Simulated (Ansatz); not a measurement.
**Notes on ScB$_{2}$**

```yaml
crystal:
  lattice:
    - [1.59878, 2.76917, 0.00000]
    - [-1.59878, 2.76917, 0.00000]
    - [0.00000, 0.00000, 3.57315]
  atoms:
    - { symbol: Sc, position: [0.00000, 0.00000, 0.00000] }
    - { symbol: B, position: [0.33330, 0.33340, 0.50000] }
    - { symbol: B, position: [0.66660, 0.66670, 0.50000] }
```

Method: r2SCAN, no spin polarisation; PAW, plane waves to 500 eV, 12×12×9 Γ-centred mesh, gaussian occupations (width 0.0836 eV) (Ansatz 0.2.0), atoms fixed.

Task: How is the charge shared?

Result: Bader charges in e: Sc +1.62, B -0.81. In the mean Sc gives up most and B takes most.

Task: What happens at the Fermi level?

Result: It is a metal, with about 0.85 states/eV a cell as the mean within 0.25 eV of the Fermi level, mostly Sc d (68 %) and B p (28 %).

Task: What does the stress say?

Result: The pressure is -8.8 GPa (compression positive), so with the atoms held at these fractions the cell would first shrink. The principal stresses -9.8, -9.8, -6.7 GPa differ, so its shape would change too.

Origin: a database entry at a rescaled volume.
